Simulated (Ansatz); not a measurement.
# Computed properties of TaC

TaC:
Space group Pm-3m (No. 221); a = 2.7684 Å, b = 2.7684 Å, c = 2.7684 Å, α = 90.00°, β = 90.00°, γ = 90.00°

```tsv
atom	site	symmetry	x	y	z
Ta	1a	m-3m	0.0000	0.0000	0.0000
C	1b	m-3m	0.5000	0.5000	0.5000
```

Space group Pm-3m (No. 221), CsCl type; conventional cell a = 2.768 Å, b = 2.768 Å, c = 2.768 Å, α = 90.00°, β = 90.00°, γ = 90.00°.

Method: PBEsol in the plane-wave PAW code Ansatz. The cell and atoms are relaxed at this level. Other levels are named where they apply.

**Cell and energy**

```
Quantity                                                     Result
-----------------------------------------------------  ------------
Volume per atom                                            10.61 Å³
Density                                                 15.10 g/cm³
Formation energy from the elements (no fitted shifts)  0.35 eV/atom
```

**Electronic structure**

```
Item                                                                         Value
------------------------------------  --------------------------------------------
Electronic character                                             metallic (no gap)
Density of states at the Fermi level  0.49 states/eV per atom (mean over ±0.08 eV)
Gap with spin–orbit coupling                                       none (metallic)
```

**Mechanics**

```
Quantity                                                                Value
-------------------------------------  --------------------------------------
Bulk modulus (Birch–Murnaghan fit)                                  3120 kbar
Pressure derivative B′                                                    4.2
Elastic constants (relaxed ions, GPa)        C11 = 610, C12 = 164, C44 = -5.4
Mechanical stability                   unstable (C has a negative eigenvalue)
```

**Phonons**

```
Item                                            Value
-----------------------------  ----------------------
Highest zone-centre frequency               299 cm^-1
Zone-centre stability          no imaginary mode at Γ
```

A made-up cell: these elements were put on the sites of a structure type; neither database checked (COD, Materials Project) lists it. It is not the phase usual at ambient conditions (space group No. 225). The PBEsol relaxation kept the symmetry of its start. No spin polarisation was allowed. As this level gives no gap, shear constants depend on the k-mesh and smearing (Fermi–Dirac, 0.1 eV here). As this level gives no gap, phonon frequencies hold no LO–TO term and depend on the k-mesh and smearing (Fermi–Dirac, 0.1 eV here). The references are the lowest solids computed at this level, not always the standard phases. Scalar-relativistic: spin–orbit coupling is off unless named, which matters more the heavier the elements.

Potentials: the later of the program's two PAW sets.
